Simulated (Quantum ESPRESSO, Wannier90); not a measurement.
# Tight-binding from DFT: BiClO (P4/nmm)

```
begin unit_cell_cart
ang
    3.8934000000    0.0000000000    0.0000000000
    0.0000000000    3.8934000000    0.0000000000
    0.0000000000    0.0000000000    7.4931900000
end unit_cell_cart
begin atoms_frac
Bi   0.0000000000  0.5000000000 -0.1677000000
Bi   0.5000000000  0.0000000000  0.1677000000
Cl   0.5000000000  0.0000000000 -0.3464200000
Cl   0.0000000000  0.5000000000  0.3464200000
O    0.0000000000  0.0000000000  0.0000000000
O    0.5000000000  0.5000000000  0.0000000000
end atoms_frac
```

Structure: Materials Project mp-22939, symmetrised, not relaxed again. COD (Crystallography Open Database) has an entry of this formula and space group (matched by these alone). Computed values, not measurements, from PBEsol: Quantum ESPRESSO (norm-conserving PseudoDojo potentials, cutoff 68 Ry, spinors with spin-orbit coupling) on a Γ-centred 4×4×4 mesh, then Wannier90. Density: 8×8×4 mesh, cold smearing 0.01 Ry.

Bands 21-56 form an isolated set from -18.42 to 0.00 eV relative to the valence-band maximum (on the path) and are turned into 36 Wannier functions by minimising the spread from the start: SCDM (isolated).

Problem. Where do the functions sit, how wide are they and what are they made of?

Solution. 
```json
[
 {"functions": "16", "spread (Å²)": "1.09", "nearest atom, distance (Å)": "O 0.48", "second atom, distance (Å)": "Bi 1.84", "weight on atomic waves": "O 2p 61 %, O 2s 20 %, Bi 6p 13 %"},
 {"functions": "12", "spread (Å²)": "1.29", "nearest atom, distance (Å)": "Cl 0.51", "second atom, distance (Å)": "Bi 2.60", "weight on atomic waves": "Cl 3p 69 %, Cl 3s 21 %, Bi 6p 8 %"},
 {"functions": "4", "spread (Å²)": "1.11", "nearest atom, distance (Å)": "Cl 0.44", "second atom, distance (Å)": "Bi 3.20", "weight on atomic waves": "Cl 3p 64 %, Cl 3s 33 %"},
 {"functions": "4", "spread (Å²)": "1.66", "nearest atom, distance (Å)": "Bi 0.25", "second atom, distance (Å)": "O 2.46", "weight on atomic waves": "Bi 6s 90 %, Bi 6p 6 %"}
]
```

Ω_I = 38.76 Å², Ω_total = 44.04 Å²; the interpolated bands follow pw.x to 6.3 meV rms on the path. It is the lowest total spread that any start reached here.
